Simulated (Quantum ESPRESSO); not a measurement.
pw.x input (Quantum ESPRESSO 7.5; LDA, PseudoDojo standard norm-conserving files, scalar-relativistic):

```
&CONTROL
  calculation = 'scf'
  pseudo_dir = './pseudo'
  outdir = './out'
  tprnfor = .true.
  tstress = .true.
/
&SYSTEM
  ibrav = 0
  nat = 8
  ntyp = 3
  ecutwfc = 98.0
  ecutrho = 392.0
  occupations = 'smearing'
  smearing = 'fd'
  degauss = 0.002
  nbnd = 42
/
&ELECTRONS
  conv_thr = 8e-10
/
ATOMIC_SPECIES
F 18.9984 F.upf
Ni 58.6934 Ni.upf
Sr 87.6200 Sr.upf
CELL_PARAMETERS angstrom
  3.552129862000   2.050823132000   2.203667000000
 -3.552129862000   2.050823132000   2.203667000000
  0.000000000000  -4.101646265000   2.203667000000
ATOMIC_POSITIONS crystal
F   0.722100000000   0.722100000000   0.067950000000
F   0.277900000000   0.277900000000   0.932050000000
F   0.067950000000   0.722100000000   0.722100000000
F   0.932050000000   0.277900000000   0.277900000000
F   0.722100000000   0.067950000000   0.722100000000
F   0.277900000000   0.932050000000   0.277900000000
Ni   0.000000000000   0.000000000000   0.000000000000
Sr   0.500000000000   0.500000000000   0.500000000000
K_POINTS automatic
6 6 6 0 0 0
```

End of the output:

```

[...]
     the Fermi energy is     4.5153 ev
!    total energy              =    -699.20309068 Ry
     estimated scf accuracy    <          5.3E-10 Ry
     smearing contrib. (-TS)   =      -0.00000000 Ry
     internal energy E=F+TS    =    -699.20309068 Ry
     The total energy is F=E-TS. E is the sum of the following terms:
     one-electron contribution =    -456.55705324 Ry
     hartree contribution      =     262.99937155 Ry
     xc contribution           =    -123.39499018 Ry
     ewald contribution        =    -382.25041881 Ry
     convergence has been achieved in  11 iterations
     Forces acting on atoms (cartesian axes, Ry/au):
     atom    1 type  1   force =    -0.00000000    0.00868772    0.00307625
     atom    2 type  1   force =    -0.00000000   -0.00868772   -0.00307625
     atom    3 type  1   force =    -0.00752379   -0.00434386    0.00307625
     atom    4 type  1   force =     0.00752379    0.00434386   -0.00307625
     atom    5 type  1   force =     0.00752379   -0.00434386    0.00307625
     atom    6 type  1   force =    -0.00752379    0.00434386   -0.00307625
     atom    7 type  2   force =     0.00000000    0.00000000    0.00000000
     atom    8 type  3   force =     0.00000000    0.00000000    0.00000000
     Total force =     0.022575     Total SCF correction =     0.000059
     Computing stress (Cartesian axis) and pressure
          total   stress  (Ry/bohr**3)                   (kbar)     P=      -56.04
  -0.00037078   0.00000000   0.00000000          -54.54        0.00        0.00
   0.00000000  -0.00037078  -0.00000000            0.00      -54.54       -0.00
   0.00000000  -0.00000000  -0.00040133            0.00       -0.00      -59.04
```
In a gapped system the printed Fermi energy is only some level inside the gap.

Geometry of the Materials Project entry, not relaxed at this level.

The runs are not spin-polarised; magnetic order was not tried.
